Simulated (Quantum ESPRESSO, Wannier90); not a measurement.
## AlP (zinc blende), plane waves to Wannier functions

```xyz
2
Lattice="0.0000 2.7365 2.7365 2.7365 0.0000 2.7365 2.7365 2.7365 0.0000" Properties=species:S:1:pos:R:3 pbc="T T T"
Al     0.0000     0.0000     0.0000
P      1.3682     1.3682     1.3682
```

Materials Project entry mp-1550; symmetrised, unrelaxed at this level. COD (Crystallography Open Database) has an entry of this formula and space group (matched by these alone). Method: PBEsol plane waves in Quantum ESPRESSO 7.5 (PseudoDojo norm-conserving files, 36 Ry, no spin polarisation, no spin-orbit coupling), Bloch states on a 10×10×10 mesh through Γ, Wannier90 4.0.1. Density: 10×10×10 mesh, cold smearing 0.01 Ry.

Valence charges of the files: Al 3, P 5. 15 bands were computed.

Isolated groups of bands, relative to the valence-band maximum (bands from 5 on overlap up to the last one computed):

```json
[
 {"bands": "1", "from (eV)": "-11.49", "to (eV)": "-9.10", "filling": "filled", "weight on atomic waves": "P 3s 60 %, Al 3p 26 %, Al 3s 12 %"},
 {"bands": "2–4", "from (eV)": "-5.55", "to (eV)": "0.00", "filling": "filled", "weight on atomic waves": "P 3p 65 %, Al 3p 21 %, Al 3s 10 %"}
]
```

Wanted is a model with the orbitals Al s p, P s p, without the filled groups that are mainly made of other shells (semicore states, and anion s where it isn't named); all higher bands stay in for disentanglement.

**Question.** Give num_wann, exclude_bands and num_bands, and the number of electrons that the model holds.

**Answer.** Electrons: 1×3 + 1×5 = 8, which fill 4 bands.
num_wann = 1×4 + 1×4 = 8.
Nothing is excluded, so num_bands = 15 − 0 = 15.
The model holds 8 − 2×0 = 8 electrons. With the window frozen to 2.95 eV it follows pw.x to 11 meV rms (states up to 2.4 eV relative to the valence-band maximum).
